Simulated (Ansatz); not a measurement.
# Calculated quadrupolar parameters for SiMo3 under strain

The cell is an entry of the Crystallography Open Database (COD), relaxed with PBE at fixed cell and then changed (z stretched by 2 %, ions relaxed).

```yaml
crystal:
  lattice:
    - [4.89300, 0.00000, 0.00000]
    - [0.00000, 4.89300, 0.00000]
    - [0.00000, 0.00000, 4.99086]
  atoms:
    - { symbol: Si, position: [0.00000, 0.00000, 0.00000] }
    - { symbol: Si, position: [0.50000, 0.50000, 0.50000] }
    - { symbol: Mo, position: [0.25018, 0.00000, 0.50000] }
    - { symbol: Mo, position: [0.50000, 0.75018, 0.00000] }
    - { symbol: Mo, position: [0.74982, 0.00000, 0.50000] }
    - { symbol: Mo, position: [0.50000, 0.24982, 0.00000] }
    - { symbol: Mo, position: [0.00000, 0.50000, 0.75000] }
    - { symbol: Mo, position: [0.00000, 0.50000, 0.25000] }
```

Sites (sets of like atoms) are named by element and the number of their first atom in this list.

All values are calculated (Ansatz; DFT, PBE, plane waves and PAW, scalar-relativistic, 420 eV cutoff, Γ-centred 10×10×10 k-points, Fermi–Dirac smearing 0.05 eV), not measured.

V_zz is the principal component of the electric field gradient with the largest magnitude, η = (V_xx − V_yy)/V_zz and C_Q = eQV_zz/h.

⁹⁷Mo: I = 5/2, Q = 255.0 mb. Quadrupole moments are those of Pyykkö's year-2017 table.

```tsv
site	atoms (order as listed)	first shell	V_zz (10²¹ V/m²)	η	C_Q (MHz)
Si	1, 2	12 Mo at 2.73–2.78 Å	0.57	0.00	–
Mo3	3, 4, 5, 6	10 Mo at 2.44–3.04 Å, 4 Si at 2.73–2.78 Å	3.47	0.49	21.4
Mo7	7, 8	10 Mo at 2.50–3.01 Å, 4 Si at 2.75 Å	2.61	0.00	16.1
```

An axis of threefold or higher order runs through Mo7, so V_zz lies along it and η is zero.

Si has no stable isotope with a ground-state quadrupole moment in the table, so no C_Q is given.

The run finds no gap above 0.1 eV (a metal, or nearly one), so the gradients can move by 10 % or more with the k-mesh. Without spin–orbit coupling (the program notes it for Mo) the gradients can shift somewhat, as the gap is small.
